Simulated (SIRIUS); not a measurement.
**One base run on Si (P6_3/mmc, 4 atoms in the cell; from Materials Project mp-165) and variants with one or two settings moved**

```yaml
crystal:
  lattice:
    - [3.83132, 0.00000, 0.00000]
    - [-1.91566, 3.31802, 0.00000]
    - [0.00000, 0.00000, 6.33262]
  atoms:
    - { symbol: Si, position: [0.33333, 0.66667, 0.06301] }
    - { symbol: Si, position: [0.66667, 0.33333, 0.93699] }
    - { symbol: Si, position: [0.66667, 0.33333, 0.56301] }
    - { symbol: Si, position: [0.33333, 0.66667, 0.43699] }
```

Base run A: LDA (PW92), FP-LAPW (LAPW with two local orbitals a valence shell; core below -3 Ha), all-electron full potential with ZORA scalar-relativistic valence and Dirac core (SIRIUS), self-consistent single point.

Its settings: parameters.ngridk = 8 8 4; basis = LAPW with two local orbitals a valence shell, core below -3 Ha; unit_cell.atom_type_rmt = {Si: 2.15} bohr; parameters.xc_functionals = [XC_LDA_X, XC_LDA_C_PW]; parameters.aw_cutoff = 7; parameters.pw_cutoff = 20 1/bohr; parameters.smearing = gaussian; parameters.smearing_width = 0.000734986 Ha; parameters.electronic_structure_method = full_potential_lapwlo; parameters.lmax_apw = 8; parameters.lmax_rho = 8; parameters.lmax_pot = 8; parameters.auto_rmt = 0; parameters.num_fv_states = 12; parameters.num_mag_dims = 0; parameters.num_dft_iter = 100; parameters.energy_tol = 1e-07 Ha; parameters.density_tol = 1e-06; mixer.type = broyden2; mixer.beta = 0.4.

The structure comes from a collection of computed structures, made at another level of theory; the collection holds predicted forms beside known ones. Values depend on the basis (sphere radii, cutoffs, local orbitals), which need not be converged.

ΔF is the free energy per atom less that of run A. A dash stands where there is no value to compare (another energy zero, no result, no clean gap). Absolute energies have different zeros for different potentials, functionals, Hubbard and dispersion terms and are not compared across them.

A variant of run A gave: the free energy rises by 343 meV/atom, the largest force goes from 0.015 to 0.026 eV/Å and the gap on the mesh goes from 0.320 to 0.393 eV.

Question: Name the change that produced these shifts.
(A) parameters.aw_cutoff: 7 → 4.2
(B) parameters.lmax_apw: 8 → 6; parameters.lmax_rho: 8 → 6; parameters.lmax_pot: 8 → 6
(C) parameters.energy_tol: 1e-07 Ha → 0.00037 Ha; parameters.density_tol: 1e-06 → 1
(D) parameters.use_symmetry: default → false

Answer: A, parameters.aw_cutoff: 7 → 4.2. That run gave: ΔF (meV/atom) 343.4; largest force (eV/Å) 0.026; gap on the mesh (eV) 0.393; k-points 30; basis size 108; rough cost (cheapest run = 1) 1.

The base and the other variants:

```tsv
change	ΔF (meV/atom)	largest force (eV/Å)	gap on the mesh (eV)	k-points	basis size	rough cost (cheapest run = 1)
base	0.00	0.015	0.320	30	356	2
parameters.smearing_width: 0.000734986 Ha → 0.0001 Ha	0.00	0.015	0.320	30	356	3
parameters.energy_tol: 1e-07 Ha → 0.00037 Ha; parameters.density_tol: 1e-06 → 1	0.00	0.010	0.317	30	356	1
lattice vector c scaled by 1.02	10.5	0.148	0.442	30	366	2
parameters.use_symmetry: default → false	0.00	0.015	0.320	256	356	10
parameters.ngridk: 8 8 4 → 6 6 3	9.0	0.019	–	14	359	2
parameters.lmax_apw: 8 → 6; parameters.lmax_rho: 8 → 6; parameters.lmax_pot: 8 → 6	-1.02	0.016	0.320	30	356	2
parameters.valence_relativity: default → iora	–	0.015	0.320	30	356	2
```
